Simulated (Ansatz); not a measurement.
## As (R-3m), two-dimensional strain map

Computed with DFT LDA, scalar-relativistic, plane waves, PAW (Ansatz 0.2.0). The runs took a 420 eV cutoff, a Γ-centred 15×15×15 mesh and Gaussian smearing (0.15 eV). No spin polarisation. Energies are free energies at this smearing, counted from the undisturbed cell; pressure is positive in compression.

The undisturbed cell (as given, not relaxed at this level; it stands at -1.5 GPa):

```xyz
2
Lattice="1.8797 1.0853 3.4858 -1.8797 1.0853 3.4858 0.0000 -2.1705 3.4858" Properties=species:S:1:pos:R:3 pbc="T T T"
As    0.0000    0.0000    2.3795
As    0.0000    0.0000    8.0779
```

The cell is strained by p along both x and y and by q along z, fractional coordinates fixed. Points are written (p, q).

Energy above the undisturbed cell in meV/atom (a dash: not computed):

```csv
p \ q,-0.030,-0.015,0.000,0.015,0.030
-0.030,27.2,20.1,15.4,12.9,12.5
-0.015,4.7,–,1.4,–,–
0.000,-3.3,–,0.0,–,12.6
0.030,18.6,–,32.7,–,55.5
```

Pressure in GPa:

```
 p \ q  -0.030  -0.015  0.000  0.015  0.030
-0.030     6.8     5.4    4.1    2.9    1.8
-0.015     3.4       –    1.2      –      –
 0.000     0.4       –   -1.5      –   -3.2
 0.030    -4.5       –   -5.8      –   -7.0
```